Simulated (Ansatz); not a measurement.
The start is a randomly generated symmetric cell of ScF3 (space group No. 37). The cell and all atomic positions are relaxed at zero pressure with PBE (plane waves to 420 eV, PAW, scalar-relativistic; Ansatz, a first-principles code). The first steps use a coarse 5×5×4 k-mesh.

Starting cell:
```yaml
crystal:
  lattice:
    - [3.01908, -3.96077, 0.00000]
    - [3.01908, 3.96077, 0.00000]
    - [0.00000, 0.00000, 5.69639]
  atoms:
    - { symbol: F, position: [0.50000, 0.50000, 0.98607] }
    - { symbol: F, position: [0.50000, 0.50000, 0.48607] }
    - { symbol: F, position: [0.78119, 0.41783, 0.63302] }
    - { symbol: F, position: [0.21881, 0.58217, 0.63302] }
    - { symbol: F, position: [0.58217, 0.21881, 0.13302] }
    - { symbol: F, position: [0.41783, 0.78119, 0.13302] }
    - { symbol: Sc, position: [0.00000, 0.50000, 0.41721] }
    - { symbol: Sc, position: [0.50000, 0.00000, 0.91721] }
```

Task: Does the structure survive the relaxation? Give the final space group.

Result: The space group goes from Ccc2 (No. 37) to Cccm (No. 66), with 8 atoms in the primitive cell.

Task: By how much does the energy per atom fall from start to end?

Result: About 2.5 eV/atom.

Task: How does the volume change?

Result: -23.6 %, from 17.03 to 13.01 Å³/atom.

Task: How do the shortest distances between atoms change?

Result: The closest pairs of elements (up to four, under 3.6 Å), start → end: F–Sc 1.62 → 2.02 Å; F–F 1.77 → 2.46 Å.

Task: What band gap does the relaxed structure have at this level?

Result: 5.30 eV, direct at Γ (no spin-orbit coupling).

Task: Give the final cell and atomic positions.

Result: 
```cif
data_F12Sc4
_chemical_formula_sum 'F12 Sc4'
_space_group_name_H-M_alt 'Cccm'
_space_group_IT_number 66
_space_group_name_Hall '-C 2 2c'
_cell_length_a 4.79932
_cell_length_b 7.13125
_cell_length_c 6.08402
_cell_angle_alpha 90.000
_cell_angle_beta 90.000
_cell_angle_gamma 90.000
loop_
_atom_site_label
_atom_site_type_symbol
_atom_site_symmetry_multiplicity
_atom_site_Wyckoff_symbol
_atom_site_fract_x
_atom_site_fract_y
_atom_site_fract_z
_atom_site_occupancy
F1 F 4 d 0.00000 0.50000 0.00000 1
F2 F 8 h 0.00000 0.17225 0.25000 1
Sc1 Sc 4 e 0.25000 0.25000 0.00000 1
```
(The calculation used a cell of 8 atoms; values per cell refer to that cell.)

Final values are on a 8×8×6 k-mesh of the relaxed cell. The start holds a very short contact (Sc–F 1.62 Å). No spin polarisation in the result.

The run could not lower the symmetry of its start; a shaken copy of this end point relaxes with PBE to Pm (No. 6), 10 meV/atom lower.

The relaxed structure here is a generated cell of ScF3: the first start was made by a random draw of sites in a space group, and the end was not matched to a known phase here, so it may be hypothetical.
